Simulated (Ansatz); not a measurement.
The relaxed structure here is a generated cell of Al2O3: the first start was made by placing the elements on the sites of a structure type, and the end was not matched to a known phase here, so it may be hypothetical. Known forms of Al2O3 include space group No. 167.

A structure of Al2O3 relaxed with PBEsol (plane waves to 420 eV, PAW, scalar-relativistic; Ansatz, a first-principles code); single points at other levels follow on the same geometry (Ansatz, PAW; HSE06 at 420 eV on a 8×8×4 k-mesh; no spin-orbit coupling). Space group C2 (No. 5).

```cif
data_Al4O6
_chemical_formula_sum 'O6 Al4'
_space_group_name_H-M_alt 'C2'
_space_group_IT_number 5
_space_group_name_Hall 'C 2y'
_cell_length_a 3.59684
_cell_length_b 4.67299
_cell_length_c 6.02911
_cell_angle_alpha 90.000
_cell_angle_beta 107.289
_cell_angle_gamma 90.000
loop_
_atom_site_label
_atom_site_type_symbol
_atom_site_symmetry_multiplicity
_atom_site_Wyckoff_symbol
_atom_site_fract_x
_atom_site_fract_y
_atom_site_fract_z
_atom_site_occupancy
O1 O 4 c 0.16245 0.83594 0.32618 1
O2 O 2 a 0.00000 0.26938 0.00000 1
Al1 Al 2 b 0.50000 0.58726 0.50000 1
Al2 Al 2 a 0.00000 0.88087 0.00000 1
```
(The calculation used a cell of 5 atoms; values per cell refer to that cell.)

| level | gap (eV) | kind | conduction minimum |
|---|---|---|---|
| PBEsol | 3.83 | indirect | Γ |
| HSE06 | ___ | – | ___ |

Problem. Fill in the missing entries.

Solution. 
- HSE06, gap (eV): 5.75
- HSE06, conduction minimum: Γ

HSE06 gaps come from a coarse mesh plus a few chosen points, so they may be too large. No spin polarisation in the result.

It was reached from a disturbed copy of a P4/mbm (No. 127) cell, against which it lies -0.695 eV/atom.
